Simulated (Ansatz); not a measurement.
Relaxed PbTe (rock salt):

```
PbTe
1.0
    0.00000     3.28470     3.28470
    3.28470     0.00000     3.28470
    3.28470     3.28470     0.00000
Te Pb
1 1
Direct
  0.00000   0.00000   0.00000
  0.50000   0.50000   0.50000
```

Two-dimensional scan of atom 2 (Pb, nearest neighbour Te at 3.285 Å; its periodic images, 4.6 Å or more away, move with it): u runs along (1.000, 0.000, 0.000), v along (0.000, 0.000, 1.000) (Cartesian). Cell and other atoms are fixed.

Level of theory: PBE (plane waves to 420 eV, PAW, scalar-relativistic; Ansatz, a first-principles code). k mesh 7×7×7 (Γ-centred), Fermi-Dirac smearing 0.05 eV. Fu and Fv are the components of the force on the atom. PbTe was relaxed with its symmetry unable to fall. Spin-orbit coupling is left out, though Pb and Te are heavy. The PAW data are Ansatz's earlier set. 

**Question.** Give the computed Fu (eV/Å) at all points of the grid u = -0.490, -0.327, -0.163, 0.000, 0.163, 0.327, 0.490 by v = -0.490, -0.327, -0.163, 0.000, 0.163, 0.327, 0.490.

**Answer.** Fu (eV/Å), with u across and v down:

```tsv
v \ u	-0.490	-0.327	-0.163	0.000	0.163	0.327	0.490
-0.490	1.32	0.58	0.20	0.00	-0.20	-0.58	-1.32
-0.327	1.37	0.56	0.16	0.00	-0.16	-0.56	-1.37
-0.163	1.36	0.50	0.10	0.00	-0.10	-0.50	-1.36
0.000	1.35	0.47	0.08	0.00	-0.08	-0.47	-1.35
0.163	1.36	0.50	0.10	0.00	-0.10	-0.50	-1.36
0.327	1.37	0.56	0.16	0.00	-0.16	-0.56	-1.37
0.490	1.32	0.58	0.20	0.00	-0.20	-0.58	-1.32
```

(For displaced atoms, the force is minus the slope of the energy, and its curvature is a force constant, which sets phonon frequencies.)
